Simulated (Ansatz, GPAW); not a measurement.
Given: the input of a run of GPAW 26.7.0 (ASE script) on AgRh. The cell comes from a database or a generator and needn't be the stable form of this composition.

Contents of run.py:

```python
from ase import Atoms
from ase.dft.bandgap import bandgap
from ase.io import write
from ase.units import Bohr, GPa
from gpaw import GPAW, PW
from gpaw.elf import elf_from_dft_calculation

atoms = Atoms(['Ag', 'Rh'],
              cell=[[2.7775881998, 0.0, 0.0],
                    [-1.3887940999, 2.4054619423, 0.0],
                    [0.0, 0.0, 4.808602]],
              scaled_positions=[[0.0, 0.0, 0.5],
                                [0.6666666667, 0.3333333333, 0.0]],
              pbc=True)

calc = GPAW(mode=PW(600),
            xc='PBE',
            kpts={'size': (11, 11, 6), 'gamma': True},
            occupations={'name': 'fermi-dirac', 'width': 0.05},
            nbands=29,
            convergence={'density': 1e-05, 'energy': 1e-05},
            maxiter=150,
            txt='gpaw.txt')
atoms.calc = calc
energy = atoms.get_potential_energy()
forces = atoms.get_forces()
stress = atoms.get_stress()
calc.write('gs.gpw')
write('result.traj', atoms)
print(f'Energy: {energy:.6f} eV')
print('Forces (eV/A):')
print(forces.round(4))
print('Stress (GPa):', (stress / GPa).round(3))
print('Fermi level:', round(calc.get_fermi_level(), 4), 'eV')
print(f'Gap: {bandgap(calc)[0]:.4f} eV, direct: {bandgap(calc, direct=True)[0]:.4f} eV')

# fields on the real-space grid
write('density.cube', atoms, data=calc.get_pseudo_density() * Bohr**3)
write('potential.cube', atoms, data=calc.get_electrostatic_potential())
write('elf.cube', atoms, data=elf_from_dft_calculation(calc).data)
```

Potentials or basis: GPAW PAW data sets (gpaw-data 1.2.1), pw.

The run is started by

```sh
$ OMP_NUM_THREADS=1 python run.py
```

Problem. Translate it to Ansatz 0.2.0. Potentials or basis there: Ansatz PAW (earlier soft set), cutoff 420 eV.

Solution. As run (cutoffs and basis follow the program's own potentials, and thresholds, step limits or extra output files can differ):

Contents of input.yaml:

```yaml
crystal:
  lattice:
    - [2.7775881998, 0.0, 0.0]
    - [-1.3887940999, 2.4054619423, 0.0]
    - [0.0, 0.0, 4.808602]
  atoms:
    - { symbol: Ag, position: [0.0, 0.0, 0.5] }
    - { symbol: Rh, position: [0.6666666667, 0.3333333333, 0.0] }
hamiltonian:
  xc: pbe
  pseudopotentials: { kind: paw, azcp: { folder: soft_1 } }
kpoints:
  mp_grid: { grid: [11, 11, 6] }
scf:
  occupations: { method: fermi_dirac, width: 0.05 }
output:
  forces: true
  stress: true
  eigenvalues: true
```

Potentials or basis: Ansatz PAW soft_1.

The run is started by

```bash
$ ansatz run input.yaml --threads 1 --pin off --max-ram 3584MiB --backend cpu --events-out ev --progress --plain --runs-dir out
```

Both were run:

|  | GPAW | Ansatz |
| --- | --- | --- |
| Pressure | -1.7 GPa | -2.3 GPa |

Ansatz's pressure holds a Pulay term of +0.09 GPa for its cutoff of 420 eV, which the other run lacks.

The potentials hold 32 and 36 valence electrons a cell.

Where Ansatz's input types no cutoff or centring, it takes its own default and a Γ-centred mesh.

Pressure is positive in compression.
